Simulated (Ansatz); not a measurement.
# 6 guesses for B5Pt and where they end

Computed with Ansatz 0.2.0, DFT PBE, scalar-relativistic, plane waves, PAW. All cells share a 420 eV cutoff and Γ-centred k meshes spaced at most about 0.3 Å⁻¹ (about 0.25 or finer for metals, 2π included). No spin polarisation in the final relaxations.

Each guess was relaxed in cell and atoms at zero pressure, within the symmetry of its start. Temperature and zero-point effects are left out. Coordination counts B atoms around Pt (those within 1.25 times the shortest such distance or 1.15 times the sum of covalent radii; a plus sign parts nearer from farther groups; the shortest distance is added where it is long for a bond).

```csv
guess,made from,start group,V start (Å³/atom),end group,V end (Å³/atom),coordination at the end,gap on mesh (eV),E over the lowest end (meV/atom)
1,random cell,F-43m,9.9,F-43m,14.1,Pt 4,0,514
2,Mg5Cu type,P-62m,11.1,?,?,?,?,?
3,random cell,P6/mmm,10.7,P6/mmm,11.1,Pt 12+12 from 3.1 Å,0,339
4,random cell,P6/mmm,11.3,P6/mmm,8.2,Pt 12 from 2.6 Å,0,0
5,Hf5Pb type,P4/mmm,9.7,P4/mmm,8.2,Pt 2+8,0,29
6,Be5Pd type,F-43m,9.5,F-43m,8.3,Pt 16,0,766
```

Guess 2 as it starts:

```cif
data_structure
_symmetry_space_group_name_H-M 'P 1'
_symmetry_Int_Tables_number 1
_cell_length_a 4.3776
_cell_length_b 4.3776
_cell_length_c 4.0230
_cell_angle_alpha 90.000
_cell_angle_beta 90.000
_cell_angle_gamma 120.000
_cell_volume 66.76
loop_
_atom_site_label
_atom_site_type_symbol
_atom_site_fract_x
_atom_site_fract_y
_atom_site_fract_z
_atom_site_occupancy
B1 B 0.66667 0.33333 0.50000 1
B2 B 0.31656 0.00000 0.00000 1
B3 B 0.68344 0.68344 0.00000 1
B4 B 0.00000 0.31656 0.00000 1
B5 B 0.33333 0.66667 0.50000 1
Pt1 Pt 0.00000 0.00000 0.50000 1
```

Problem. Predict the end of this guess and its energy over the lowest end.

Solution. It ends in space group P-62m (No. 189), with a = 5.141 Å, c = 2.347 Å, 9.0 Å³/atom and no gap. It lies 0.41 eV/atom over the lowest end, above guess 3 and below guess 1. Counting B atoms around Pt, this end has Pt 6 and the lowest (guess 4) has Pt 12 from 2.6 Å. This end holds B–B bonds in all directions (shortest 2.00 Å); the lowest (guess 4) holds B–B nets (shortest 1.69 Å).

```yaml
crystal:
  lattice:
    - [5.14110, 0.00000, 0.00000]
    - [-2.57055, 4.45232, 0.00000]
    - [0.00000, 0.00000, 2.34667]
  atoms:
    - { symbol: B, position: [0.66667, 0.33333, 0.50000] }
    - { symbol: B, position: [0.37549, 0.00000, 0.00000] }
    - { symbol: B, position: [0.62451, 0.62451, 0.00000] }
    - { symbol: B, position: [0.00000, 0.37549, 0.00000] }
    - { symbol: B, position: [0.33333, 0.66667, 0.50000] }
    - { symbol: Pt, position: [0.00000, 0.00000, 0.50000] }
```

Energies over the elements count from the elements' standard structures at the same level, with no fitted energy shifts.

Problem. Is the lowest end bound against the elements?

Solution. No: its formation energy is +0.71 eV/atom. The separate elements lie lower, so it is unstable against them.

No dispersion correction is applied, so the spacing and binding between layers, chains or molecules are poorly described (P6/mmm at 8.2 Å³/atom), and this can change margins and order among such cells. These runs have no spin–orbit coupling, which can matter for Pt. A magnetic state wasn't ruled out in cells without spin, among them P6/mmm at 8.2 Å³/atom, P4/mmm, P6/mmm at 11.1 Å³/atom, P-62m, F-43m at 14.1 Å³/atom and others. Cells relaxed within their symmetry can be saddle points. A lower structure may well exist outside this small set. Some structure types and database cells were kept out of the candidates from the start, so a known form may be missing.
